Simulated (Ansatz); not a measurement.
An Ansatz run on an 8-atom cell of InSe started from a crystallographic database left the output below. The starting cell comes from a relaxation with PBE-D3(BJ).

Starting structure:
```cif
data_structure
_symmetry_space_group_name_H-M 'P 1'
_symmetry_Int_Tables_number 1
_cell_length_a 4.0335
_cell_length_b 4.0335
_cell_length_c 16.7666
_cell_angle_alpha 90.000
_cell_angle_beta 90.000
_cell_angle_gamma 120.000
_cell_volume 236.23
loop_
_atom_site_label
_atom_site_type_symbol
_atom_site_fract_x
_atom_site_fract_y
_atom_site_fract_z
_atom_site_occupancy
In1 In 0.33333 0.66667 0.16667 1
In2 In 0.66667 0.33333 0.66667 1
In3 In 0.33333 0.66667 0.33333 1
In4 In 0.66667 0.33333 0.83333 1
Se1 Se 0.33333 0.66667 0.59000 1
Se2 Se 0.66667 0.33333 0.09000 1
Se3 Se 0.33333 0.66667 0.91000 1
Se4 Se 0.66667 0.33333 0.41000 1
```

Output, abridged:
```
Pseudopotential: In, paw, valence charge 13, recommended cutoff 500 eV
Pseudopotential: Se, paw, valence charge 16, recommended cutoff 500 eV
Crystal: 8 atoms, lattice volume = 236.230 Å³
Basis set: ecut = 500 eV, 6055 PW (Γ)
Bands: 70, of which v1, the nominal top of the filled ones, is band 58 counted from 1 (57 counted from 0)
Symmetry: 24 space group operations
Space group: P63/mmc (ITA 194)
k-points: 14 of 72
rVV10 density: all electrons in the spheres
preconditioner: auto → Resta (q_TF=auto, 2.423 Å⁻¹)  ε∞=3.1  [insulator: Δε(μ)=0.736 eV  σ=0.020 eV  ℏωp=21.1 eV]
SCF 1 converged in 7 iterations: F = -44352.250316 eV  dr2 = 9.41e-8
relax step 1: F+E_penalty+E_count = -44352.25031628 eV  max|allowed force component| = 2.200e-1 eV/Å  Δτ_max = 0.0000 Å  P = -0.709 GPa  Ω = 236.230 Å³
SCF 2 converged in 8 iterations: F = -44352.184586 eV  dr2 = 4.19e-8
relax step 2: F+E_penalty+E_count = -44352.18458622 eV  max|allowed force component| = 4.525e-1 eV/Å  Δτ_max = 0.1579 Å  P = +1.230 GPa  Ω = 240.432 Å³  (rejected)
SCF 3 converged in 10 iterations: F = -44352.266639 eV  dr2 = 6.24e-11
relax step 3: F+E_penalty+E_count = -44352.26663921 eV  max|allowed force component| = 1.685e-2 eV/Å  Δτ_max = 0.0483 Å  P = -0.089 GPa  Ω = 237.164 Å³
SCF 4 converged in 6 iterations: F = -44352.267121 eV  dr2 = 5.74e-9
relax step 4: F+E_penalty+E_count = -44352.26712097 eV  max|allowed force component| = 4.710e-3 eV/Å  Δτ_max = 0.0022 Å  P = -0.004 GPa  Ω = 236.621 Å³
SCF 5 converged in 6 iterations: F = -44352.267193 eV  dr2 = 8.50e-10
relax step 5: F+E_penalty+E_count = -44352.26719251 eV  max|allowed force component| = 1.104e-3 eV/Å  Δτ_max = 0.0014 Å  P = -0.007 GPa  Ω = 236.657 Å³
SCF 6 converged in 4 iterations: F = -44352.267224 eV  dr2 = 4.34e-11
relax step 6: F+E_penalty+E_count = -44352.26722400 eV  max|allowed force component| = 1.128e-3 eV/Å  Δτ_max = 0.0000 Å  P = -0.007 GPa  Ω = 236.657 Å³  (SCF on a basis re-selected at this cell)
SCF converged after 4 iterations
Free energy (F): -44352.267224 eV
Fermi energy:    7.275352 eV
--- Forces (eV/Å), atoms counted from 1 ---
  atom   1  In      0.00000      0.00000    -0.00096
  atom   2  In      0.00000      0.00000    -0.00096
  atom   3  In      0.00000      0.00000      0.00096
  atom   4  In      0.00000      0.00000      0.00096
  atom   5  Se      0.00000      0.00000      0.00113
  atom   6  Se      0.00000      0.00000      0.00113
  atom   7  Se      0.00000      0.00000    -0.00113
  atom   8  Se      0.00000      0.00000    -0.00113
--- Stress (GPa, compression-positive) ---
       -0.005482       0.000000       0.000000
        0.000000      -0.005482       0.000000
        0.000000       0.000000      -0.008542
  P = ⅓ Tr σ = -0.0065 GPa (-0.065 kbar)
--- Relaxed structure (5 steps of the walk, 4 accepted, 1 SCFs on fresh bases) ---
  F+E_penalty+E_count = -44352.26722400 eV   max|allowed force component| = 1.128e-3 eV/Å
  cell:  # Å, volume = 236.6569 Å³
    - [4.018112, 0.000000, 0.000000]
    - [-2.009056, 3.479787, 0.000000]
    - [0.000000, 0.000000, 16.925614]
  atoms:
    - { symbol: In, position: [0.333333, 0.666667, 0.167702] }
    - { symbol: In, position: [0.666667, 0.333333, 0.667702] }
    - { symbol: In, position: [0.333333, 0.666667, 0.332298] }
    - { symbol: In, position: [0.666667, 0.333333, 0.832298] }
    - { symbol: Se, position: [0.333333, 0.666667, 0.592786] }
    - { symbol: Se, position: [0.666667, 0.333333, 0.092786] }
    - { symbol: Se, position: [0.333333, 0.666667, 0.907214] }
    - { symbol: Se, position: [0.666667, 0.333333, 0.407214] }
```

**Question.** Which of these blocks stood in the input: relax, gw, phonons, dielectric, magnetization (spin_orbit)?

**Answer.** relax. The relax steps with a changing cell volume need the relax block with cell.

**Question.** Which k mesh was typed?

**Answer.** 6×6×2, Γ-centred. The answer isn't unique; the calculation gave this one.

**Question.** How were the bands filled?

**Answer.** With smearing of width σ = 0.02 eV (Fermi-Dirac in this run).

**Question.** Which functional?

**Answer.** r2SCAN+rVV10. The cutoff of 500 eV is the one that these potentials recommend for a meta-GGA. The lines shown narrow the functional down without fixing it; this is the one that was run.

Run as `ansatz run input.yaml --threads 4 --pin off --max-ram 7372MiB --backend cpu --events-out ev --progress --plain --runs-dir out`. Wall time 68 s on 4 threads of Arm Neoverse V1, on a shared host; peak host memory 1.6 GiB.

(Simulation; spin polarisation is off.)
